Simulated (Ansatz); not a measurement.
Relaxed-ion elastic tensor of NbIr₃ in space group P6_3/mmc (No. 194; Nb on 2d, Ir on 6h) in GPa (Voigt order), PBEsol (plane waves, PAW; program Ansatz); density 19.01 g/cm³, 14.62 Å³ per atom.

```csv
,1,2,3,4,5,6
1,632,204,183,0.0,0.0,0.0
2,204,632,183,0.0,0.0,0.0
3,183,183,694,0.0,0.0,0.0
4,0.0,0.0,0.0,179,0.0,0.0
5,0.0,0.0,0.0,0.0,179,0.0
6,0.0,0.0,0.0,0.0,0.0,214
```

Task: Is the crystal mechanically stable?

Result: Yes: the smallest eigenvalue of C is 179 GPa.

Task: Work out the Voigt, Reuss and Hill averages.

Result: K_V = 344, K_R = 344, K_H = 344; G_V = 207, G_R = 204, G_H = 206 GPa.

Task: Give Young's modulus, Poisson's ratio, Pugh's ratio and the universal anisotropy index.

Result: E = 9KG/(3K + G) = 514 GPa; ν = 0.25; K/G = 1.67 (near the Pugh limit of 1.75, no verdict); A_U = 5G_V/G_R + K_V/K_R − 6 = 0.08.

Task: Estimate the sound speeds and the Debye temperature.

Result: v_l = √((K + 4G/3)/ρ) = 5700 m/s, v_t = √(G/ρ) = 3290 m/s, mean 3650 m/s; Θ = (h/k)(3n/4πV)^(1/3) v_m = 445 K.

Task: Solve the Christoffel equation for the three sound speeds along x, y, z.

Result: Eigenvalues of C_ijkl n_j n_l equal ρv². In km/s, slowest first: x 3.07, 3.36, 5.77; y 3.07, 3.36, 5.77; z 3.07, 3.07, 6.04.

Task: How much does each axis shrink under pressure?

Result: Linear compressibilities β_i = Σ_j S_ij (j = 1 to 3): x 1.00, y 1.00, z 0.92 per TPa.

The workflow started from a Materials Project entry (that database holds measured and hypothetical structures alike); the Crystallography Open Database copy checked does not list it. COD files the formula under space group No. 221. Its standing as an ambient phase is unchecked. Symmetry was held in the PBEsol relaxation; whether a distortion lowers the energy is not shown. No spin polarisation was allowed. As this level gives no gap, shear constants depend on the k-mesh and smearing (Fermi–Dirac, 0.1 eV here). Scalar-relativistic: spin–orbit coupling is off unless named, which matters more the heavier the elements.

Potentials: the later of the program's two PAW sets.
